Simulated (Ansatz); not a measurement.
# Does relaxation matter for the field gradients of AlN with vanadium replacing Al?

Start: a supercell of AlN (wurtzite type, P6_3mc) built from a structure deposited in the COD (the entry's cell lengths or inner coordinates differ somewhat from later room-temperature determinations), with all atoms left at the host's positions.

```
CELL_PARAMETERS angstrom
9.33900 0.00000 0.00000
-3.11300 5.39187 0.00000
0.00000 0.00000 9.96200
ATOMIC_POSITIONS crystal
V 0.11111 0.33333 0.00000
Al 0.11111 0.33333 0.50000
Al 0.11111 0.83333 0.00000
Al 0.11111 0.83333 0.50000
Al 0.44444 0.33333 0.00000
Al 0.44444 0.33333 0.50000
Al 0.44444 0.83333 0.00000
Al 0.44444 0.83333 0.50000
Al 0.77778 0.33333 0.00000
Al 0.77778 0.33333 0.50000
Al 0.77778 0.83333 0.00000
Al 0.77778 0.83333 0.50000
Al 0.22222 0.16667 0.25000
Al 0.22222 0.16667 0.75000
Al 0.22222 0.66667 0.25000
Al 0.22222 0.66667 0.75000
Al 0.55556 0.16667 0.25000
Al 0.55556 0.16667 0.75000
Al 0.55556 0.66667 0.25000
Al 0.55556 0.66667 0.75000
Al 0.88889 0.16667 0.25000
Al 0.88889 0.16667 0.75000
Al 0.88889 0.66667 0.25000
Al 0.88889 0.66667 0.75000
N 0.11111 0.33333 0.19000
N 0.11111 0.33333 0.69000
N 0.11111 0.83333 0.19000
N 0.11111 0.83333 0.69000
N 0.44444 0.33333 0.19000
N 0.44444 0.33333 0.69000
N 0.44444 0.83333 0.19000
N 0.44444 0.83333 0.69000
N 0.77778 0.33333 0.19000
N 0.77778 0.33333 0.69000
N 0.77778 0.83333 0.19000
N 0.77778 0.83333 0.69000
N 0.22222 0.16667 0.44000
N 0.22222 0.16667 0.94000
N 0.22222 0.66667 0.44000
N 0.22222 0.66667 0.94000
N 0.55556 0.16667 0.44000
N 0.55556 0.16667 0.94000
N 0.55556 0.66667 0.44000
N 0.55556 0.66667 0.94000
N 0.88889 0.16667 0.44000
N 0.88889 0.16667 0.94000
N 0.88889 0.66667 0.44000
N 0.88889 0.66667 0.94000
```

Sites (sets of like atoms) are named by element and the number of their first atom in this list.

Level of theory: DFT, PBE, plane waves and PAW, scalar-relativistic, collinear spin, 420 eV cutoff, Γ-centred 3×4×2 k-points, Fermi–Dirac smearing 0.01 eV, cell charge +1 (Ansatz 0.2.0). Start moments as typed (μB): 1 on each V, none on the rest.

The largest force at the start is 1.1 eV/Å. Relaxing the ions at fixed cell moves them by 0.053 Å at most (atom 1, V) and 0.021 Å rms.

| site | atom | moved (Å) | first shell before | first shell after | V_zz before (10²¹ V/m²) | η before |
| --- | --- | --- | --- | --- | --- | --- |
| V | 1 | 0.053 | 4 N at 1.89 Å | 4 N at 1.88–1.91 Å | -2.02 | 0.10 |
| Al3 | 3 | 0.037 | 4 N at 1.89 Å | 4 N at 1.87–1.91 Å | 0.64 | 0.90 |
| Al13 | 13 | 0.016 | 4 N at 1.89 Å | 4 N at 1.88–1.93 Å | 0.73 | 0.25 |
| Al16 | 16 | 0.041 | 4 N at 1.89 Å | 4 N at 1.87–1.95 Å | 1.13 | 0.08 |
| Al22 | 22 | 0.044 | 4 N at 1.89 Å | 4 N at 1.87–1.94 Å | 1.06 | 0.09 |
| N25 | 25 | 0.034 | 1 V at 1.89 Å, 3 Al at 1.89 Å | 1 V at 1.91 Å, 3 Al at 1.92–1.93 Å | -0.28 | 0.34 |
| N27 | 27 | 0.013 | 4 Al at 1.89 Å | 4 Al at 1.88–1.90 Å | 0.38 | 0.93 |
| N28 | 28 | 0.009 | 4 Al at 1.89 Å | 4 Al at 1.88–1.91 Å | 0.32 | 0.97 |
| N38 | 38 | 0.013 | 3 Al at 1.89 Å, 1 V at 1.89 Å | 1 V at 1.90 Å, 3 Al at 1.90–1.93 Å | 0.32 | 0.78 |
| N40 | 40 | 0.024 | 3 Al at 1.89 Å, 1 V at 1.89 Å | 1 V at 1.88 Å, 3 Al at 1.91–1.95 Å | 0.33 | 0.74 |
| N44 | 44 | 0.007 | 4 Al at 1.89 Å | 4 Al at 1.88–1.91 Å | 0.54 | 0.76 |
| N46 | 46 | 0.020 | 3 Al at 1.89 Å, 1 V at 1.89 Å | 1 V at 1.88 Å, 3 Al at 1.91–1.94 Å | -0.54 | 0.13 |

Q: How do the gradients change?

A: 

```json
{"site": "V", "atom": "1", "V_zz after": "6.23", "η after": "0.51", "change of V_zz": "–"}
{"site": "Al3", "atom": "3", "V_zz after": "-1.01", "η after": "0.99", "change of V_zz": "–"}
{"site": "Al13", "atom": "13", "V_zz after": "0.90", "η after": "0.65", "change of V_zz": "+0.17"}
{"site": "Al16", "atom": "16", "V_zz after": "2.28", "η after": "0.12", "change of V_zz": "+1.15"}
{"site": "Al22", "atom": "22", "V_zz after": "1.94", "η after": "0.18", "change of V_zz": "+0.88"}
{"site": "N25", "atom": "25", "V_zz after": "-0.70", "η after": "0.39", "change of V_zz": "-0.42"}
{"site": "N27", "atom": "27", "V_zz after": "0.11", "η after": "0.95", "change of V_zz": "-0.27"}
{"site": "N28", "atom": "28", "V_zz after": "0.17", "η after": "0.35", "change of V_zz": "-0.15"}
{"site": "N38", "atom": "38", "V_zz after": "-0.66", "η after": "0.73", "change of V_zz": "–"}
{"site": "N40", "atom": "40", "V_zz after": "0.52", "η after": "0.41", "change of V_zz": "–"}
{"site": "N44", "atom": "44", "V_zz after": "-0.19", "η after": "0.85", "change of V_zz": "–"}
{"site": "N46", "atom": "46", "V_zz after": "0.65", "η after": "0.66", "change of V_zz": "–"}
```

The largest change of V_zz along a kept axis is on Al16, from 1.13 to 2.28. The whole tensor moves most on V, by 5.75 along its most changed direction. Where |V_zz| stays above 0.1 and the axes keep their order, η moves most on N28, from 0.97 to 0.35. On N27 V_xx and V_yy change places (or their axes turn by over 50°), so the two values of η hide a larger change. On V, Al3, N46, N44, N40, N38, N30, N36 and 5 more sites (not all in the table) the largest principal value lies along another axis in the second run, so the two V_zz can't be compared directly. The table leaves out 36 of the 48 sites, with |V_zz| up to 1.77; their tensors move by 0.65 at most along any direction. The statements above cover all sites.

The defect repeats with the cell of 48 atoms, so it feels its images: sites between two images don't show the values beside a lone defect, and zeros or small values of η there can come from the images' arrangement. Al and N carry a gradient in the pure host already, so the values there aren't the defect's effect alone. A uniform background compensates the cell's charge. The defect cell has no gap above 0.1 eV on its mesh, so the values can hang on the smearing and the k-mesh. The cell keeps the host's lattice, where the PBE pressure is 6 GPa (in a charged cell this depends on the convention for the mean potential).
Before: The neighbours have not yet relaxed around the defect (largest force 1.1 eV/Å), so a real crystal will differ.
